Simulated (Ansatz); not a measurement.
Sheets of one type (M2XT2 MXene (mixed sites)-type), DFT-r²SCAN+D4 in the program Ansatz with PAW potentials; HSE06 gaps on those cells.

```json
[
 {"layer": "Sc2NO2", "a (Å)": "3.237", "thickness (Å)": "4.38"},
 {"layer": "Mo2NO2", "a (Å)": "2.813", "thickness (Å)": "5.36"},
 {"layer": "W2NO2", "a (Å)": "___", "thickness (Å)": "___"},
 {"layer": "Y2NO2", "a (Å)": "3.525", "thickness (Å)": "4.61"},
 {"layer": "W2NS2", "a (Å)": "3.005", "thickness (Å)": "6.09"},
 {"layer": "Ta2NO2", "a (Å)": "3.009", "thickness (Å)": "4.94"},
 {"layer": "Hf2NO2", "a (Å)": "3.177", "thickness (Å)": "4.78"}
]
```

What belongs in the gaps?


- W2NO2, a (Å): 2.800
- W2NO2, thickness (Å): 5.52

Spin orders computed, not proven ground states: Sc2NO2, M2XT2 MXene (mixed sites)-type layer ferromagnetic; Y2NO2, M2XT2 MXene (mixed sites)-type layer ferromagnetic; Ta2NO2, M2XT2 MXene (mixed sites)-type layer ferromagnetic; Hf2NO2, M2XT2 MXene (mixed sites)-type layer ferromagnetic. Began spin-polarised and lost the moments: Mo2NO2, M2XT2 MXene (mixed sites)-type layer; W2NO2, M2XT2 MXene (mixed sites)-type layer; W2NS2, M2XT2 MXene (mixed sites)-type layer. All cells were relaxed under the symmetry of their starts (and spin orders); stability against distortions was not tested throughout. No Hubbard U is applied. Scalar-relativistic: spin–orbit coupling is off unless named, which matters more the heavier the elements. Constructed layers (a layer type filled with these elements): Sc2NO2, M2XT2 MXene (mixed sites)-type layer; Mo2NO2, M2XT2 MXene (mixed sites)-type layer; W2NO2, M2XT2 MXene (mixed sites)-type layer; Y2NO2, M2XT2 MXene (mixed sites)-type layer; W2NS2, M2XT2 MXene (mixed sites)-type layer; Ta2NO2, M2XT2 MXene (mixed sites)-type layer; Hf2NO2, M2XT2 MXene (mixed sites)-type layer.

Potentials: the later of the program's two PAW sets.
